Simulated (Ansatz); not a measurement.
Li₂ZrN₂:
```yaml
crystal:
  lattice:
    - [3.27890, 0.00000, 0.00000]
    - [-1.63945, 2.83961, 0.00000]
    - [0.00000, 0.00000, 5.42790]
  atoms:
    - { symbol: Li, position: [0.66667, 0.33333, 0.38420] }
    - { symbol: Li, position: [0.33333, 0.66667, 0.61580] }
    - { symbol: Zr, position: [0.00000, 0.00000, 0.00000] }
    - { symbol: N, position: [0.66667, 0.33333, 0.77698] }
    - { symbol: N, position: [0.33333, 0.66667, 0.22302] }
```

Plane-wave PAW r²SCAN (Ansatz code) gives a gap of 2.12 eV without spin–orbit coupling, maximum at Γ, minimum at L.

Problem. What happens when spin–orbit coupling is switched on?

Solution. The gap drops by 0.01 eV, to 2.11 eV; maximum at Γ, minimum at L.

Problem. Give the electron effective mass with spin–orbit coupling.

Solution. 0.34, 1.5, 3.6 mₑ (principal values).

Problem. Give the hole effective mass with spin–orbit coupling.

Solution. 0.37, 0.37, 2.5 mₑ (principal values).

Space group P-3m1. The workflow started from a Materials Project entry (that database holds measured and hypothetical structures alike); the Crystallography Open Database copy checked does not list it. Whether it is the stable phase at ambient conditions was not checked. The r²SCAN relaxation kept the symmetry of its start; its stability against distortions is not shown here. The run is not spin-polarised.

Potentials: the later of the program's two PAW sets.
